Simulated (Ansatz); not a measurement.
Here is the system:

SrTiO3:
```cif
data_O3SrTi
_chemical_formula_sum 'Sr1 Ti1 O3'
_space_group_name_H-M_alt 'P 1'
_space_group_IT_number 1
_cell_length_a 3.89108
_cell_length_b 3.89108
_cell_length_c 3.89108
_cell_angle_alpha 90.000
_cell_angle_beta 90.000
_cell_angle_gamma 90.000
loop_
_space_group_symop_operation_xyz
  'x, y, z'
loop_
_atom_site_label
_atom_site_type_symbol
_atom_site_fract_x
_atom_site_fract_y
_atom_site_fract_z
_atom_site_occupancy
Sr1 Sr 0.00000 0.00000 0.00000 1
Ti1 Ti 0.50000 0.50000 0.50000 1
O1 O 0.00000 0.50000 0.50000 1
O2 O 0.50000 0.50000 0.00000 1
O3 O 0.50000 0.00000 0.50000 1
```

This is the PBEsol-relaxed structure.

Question: All from plane-wave PAW PBEsol (Ansatz code), unless another level is named. Estimate the smallest direct gap on the standard path.

Answer: 2.19 eV.

Question: Give the electron effective mass, band 2 of 3 at the edge.

Answer: 0.37 along [100], 0.60 along [110], 0.50 along [111] (mₑ).

Question: What about the gap with spin–orbit coupling?

Answer: 1.84 eV.

Question: Give the conduction-band minimum.

Answer: at Γ.

Space group Pm-3m (cubic perovskite). The PBEsol relaxation kept the symmetry of its start. No spin polarisation was allowed. Spin–orbit coupling is left out wherever it is not named.

Potentials: the later of the program's two PAW sets.
